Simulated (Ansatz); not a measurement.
Magnetic states of CsMnCl$_{3}$

```
Cs Mn Cl
1.0
     3.64500    2.10444    9.10567
    -3.64500    2.10444    9.10567
     0.00000   -4.20888    9.10567
Cs Mn Cl
3 3 9
Direct
  0.21850 0.21850 0.21850
  0.78150 0.78150 0.78150
  0.00000 0.00000 0.00000
  0.38360 0.38360 0.38360
  0.61640 0.61640 0.61640
  0.50000 0.50000 0.50000
  0.71540 0.24260 0.71540
  0.71540 0.71540 0.24260
  0.24260 0.71540 0.71540
  0.28460 0.75740 0.28460
  0.75740 0.28460 0.28460
  0.28460 0.28460 0.75740
  0.50000 0.50000 0.00000
  0.00000 0.50000 0.50000
  0.50000 0.00000 0.50000
```

All energies were calculated with Ansatz 0.2.0 (r2SCAN; 500 eV; 4×4×4 Γ-centred mesh; fermi-dirac occupations of width 0.050 eV). The atoms are fixed and numbered as listed; spin is collinear, without spin-orbit coupling.

The cycle has several fixed points for this cell. Moments (μB):

```json
{"state": "A", "Mn4": "0.00", "Mn5": "0.00", "Mn6": "0.00", "other atoms together": "0.00", "size of the net moment a cell": "0.00"}
{"state": "B", "Mn4": "4.45", "Mn5": "4.45", "Mn6": "4.45", "other atoms together": "0.62", "size of the net moment a cell": "15.00"}
{"state": "C", "Mn4": "4.44", "Mn5": "4.44", "Mn6": "-4.43", "other atoms together": "0.19", "size of the net moment a cell": "5.00"}
{"state": "D", "Mn4": "4.41", "Mn5": "-4.41", "Mn6": "4.44", "other atoms together": "0.22", "size of the net moment a cell": "5.00"}
```

Site moments are taken in small spheres that don't touch (radius about 0.4 of the atom's shortest bond), so those of the magnetic atoms read low, and they needn't add up to the net moment. State A was run without spin polarisation.

**Question.** Which state has the lowest energy at zero smearing, and how far up are the others?

**Answer.** State D (antiparallel, not compensated) is lowest; C (antiparallel, not compensated) lies 2.6 meV above it, B (parallel moments) lies 6.3 meV above it, A (without moments) lies 762 meV above it, all counted an atom of the cell.

**Question.** Which states have a gap on the mesh, and what pressure does each exert on this cell?

**Answer.** A: no gap, -5.2 GPa; B: gap 2.50 eV, 0.2 GPa; C: gap 2.99 eV, 0.1 GPa; D: gap 3.12 eV, 0.0 GPa (positive in compression). Moments take up room: without them the pressure is lower, so that state wants a smaller cell.

**Question.** What does magnetism gain here?

**Answer.** 762 meV an atom of the cell, or 3808 meV for each Mn atom, against state A, which has none. A run without spin would miss this and give wrong energies and forces. That state isn't the paramagnet, which keeps its moments, so this is no ordering energy.

Of 3 runs begun from atoms with typed moments, each in a different pattern, 1 ended in state D: one start isn't enough to call a state the ground state.

The cell is that of a Crystallography Open Database entry, unchanged.

Caveats: only orders that fit this cell and collinear spins were tried, so the true order may need a larger cell or canted moments; atoms and cell are not relaxed, and each state would relax in its own way; semilocal functionals without U often misplace the states of 3d oxides, halides and chalcogenides; the k mesh is coarse, so differences of a few meV are uncertain where a state is a metal; one start a pattern, so a lower state of the same pattern may exist.
